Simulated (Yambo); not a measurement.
G0W0@PBE for BeTe (zinc blende, space group F-43m, No. 216) in Yambo. Reference settings: 4×4×4 Γ-centred k mesh, bands 6 to 200 and a 15 Ry block in the screening, 200 bands in G with the Bruneval-Gonze terminator, plasmon pole fitted at 27.2 eV. The PBE gap Γ → X on this mesh is 1.96 eV; G0W0 gaps are taken between the same points.

The settings were changed. The gap went from 2.83 eV to 2.75 eV, and the shift of the valence edge from -0.87 eV to -0.74 eV.

**Question.** Name the change that produced these shifts.
A) 125 bands in G
B) 67 bands in G, no terminator
C) exchange cut at 40 Ry
D) 67 bands in G

**Answer.** C, exchange cut at 40 Ry. The others gave (gap, valence shift): 67 bands in G, no terminator: 2.66, -0.53 eV; 67 bands in G: 2.85, -0.89 eV; 125 bands in G: 2.84, -0.88 eV.

Spin-orbit coupling is not included.

Geometry relaxed with PBEsol; primitive cell a = b = c = 3.965 Å, α = β = γ = 60.00°.

A shift is the quasiparticle energy of the state minus its PBE energy.

The potentials are those of PseudoDojo's stringent table.
